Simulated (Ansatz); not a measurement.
**Br: do energies and stresses tell the same story?**

Theory: Ansatz 0.2.0, DFT PBE+D3(BJ), scalar-relativistic, plane waves, PAW.

Cutoff 420 eV; k points 8×8×4 on the computed 4-atom cell (Γ-centred); Gaussian smearing, width 0.02 eV; no spin polarisation.

Relaxed cell: Cmce, a = 6.994 Å, b = 4.147 Å, c = 8.575 Å, α = 90.00°, β = 90.00°, γ = 90.00°, 4 atoms in the primitive cell.

Energies at zero smearing and pressures from the stress tensor, at volumes with shape and atoms relaxed:
```csv
V (Å³/atom),E − E(first) (meV/atom),P (GPa)
27.359,0.00,2.150
28.292,-10.24,1.410
29.225,-16.63,0.818
30.157,-19.97,0.364
31.090,-20.92,0.000
32.023,-20.03,-0.292
32.955,-17.71,-0.513
34.199,-13.05,-0.702
```

Problem. Check P = −dE/dV between neighbouring volumes, and get the bulk modulus from the pressures alone.

Solution. With 1 eV/Å³ = 160.2 GPa:
| middle V (Å³/atom) | −ΔE/ΔV (GPa) | mean P (GPa) |
| --- | --- | --- |
| 27.826 | 1.760 | 1.780 |
| 28.758 | 1.097 | 1.114 |
| 29.691 | 0.573 | 0.591 |
| 30.624 | 0.164 | 0.182 |
| 31.556 | -0.153 | -0.146 |
| 32.489 | -0.397 | -0.403 |
| 33.577 | -0.602 | -0.608 |

The two differ by 0.020 GPa at most. The mean of two end pressures misses the average over a step by about ΔV² P″/12, up to 0.017 GPa here; with that taken off 0.017 GPa remains. Around V = 31.090 Å³/atom, the two neighbours give B = −V ΔP/ΔV = 31.090 × 0.656 / 1.865 = 10.9 GPa, against B0 = 10.6 GPa from the Birch–Murnaghan fit of the energies.